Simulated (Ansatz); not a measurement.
PbF2:
```xyz
3
Lattice="0.0000 3.0003 3.0003 3.0003 0.0000 3.0003 3.0003 3.0003 0.0000" Properties=species:S:1:pos:R:3 pbc="T T T"
Pb     0.0000     0.0000     0.0000
F      1.5002     1.5002     1.5002
F      4.5005     4.5005     4.5005
```

Relaxed with PBE. Special points in fractions of this cell's reciprocal vectors: Γ (0.000, 0.000, 0.000); X (0.500, 0.000, 0.500); U (0.625, 0.250, 0.625); K (0.375, 0.375, 0.750); L (0.500, 0.500, 0.500); W (0.500, 0.250, 0.750).

Task: List the band energies nearest the valence-band maximum at these points for plane-wave PAW PBE (Ansatz code).

Result: In eV from the valence-band maximum; about four levels below and three above (degenerate sets whole), none deeper than 8.9 eV; … stands for higher levels left out; points with the same levels are listed once.

| k | below | above |
|---|---|---|
| Γ | -2.25 -2.25 -2.25 -1.76 -1.76 -1.76 | … |
| X | -1.37 -1.37 -1.36 -0.14 | 4.42 … |
| U | -1.85 -1.51 -1.37 -0.03 | 5.29 6.61 … |
| L | -2.42 -2.42 -1.93 -1.93 -0.01 | 5.03 … |
| W | -2.43 -2.43 -1.42 -1.31 0.00 | 6.00 6.00 … |

Space group Fm-3m (fluorite). The cell was relaxed with PBE under the symmetry of its start; phonons on a q-mesh show no instability. Spin–orbit coupling is left out wherever it is not named.

Potentials: the later of the program's two PAW sets.
